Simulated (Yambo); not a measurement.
Yambo run on MgS (rock salt, space group Fm-3m, No. 225). The wavefunctions are PBE (Quantum ESPRESSO, PseudoDojo norm-conserving, 84 Ry, without SOC) ones on a 6×6×6 mesh (8 occupied bands); a = 3.6832 Å, b = 3.6832 Å, c = 3.6832 Å, α = 60.00°, β = 60.00°, γ = 60.00°.

Yambo input:

```
rim_cut
HF_and_locXC
RandQpts= 1000000
RandGvec= 1 Ry
EXXRLvcs= 84 Ry
VXCRLvcs= 336 Ry
% QPkrange
 1 | 1 | 8 | 9 |
 4 | 4 | 8 | 9 |
 13 | 13 | 8 | 9 |
%
```

k points by index: 1 = Γ, 4 = L, 13 = X.

The o-*.hf file then holds:

```
#    K-point    Band    Eo [eV]    Ehf [eV]    Vxc [eV]    Vnlxc [eV]
#
    1    8    0.000000    -2.963122    -13.37019    -16.33331
    1    9    3.687853    8.137061    -10.97579    -6.526585
    4    8    -0.579489    -3.773540    -12.94225    -16.13630
    4    9    4.542798    8.918513    -9.685707    -5.309992
    13    8    -1.669795    -5.232295    -12.47261    -16.03511
    13    9    2.778930    6.923993    -10.38886    -6.243799
```
Exchange alone, without screening.

Geometry of the Materials Project entry, not relaxed at this level.
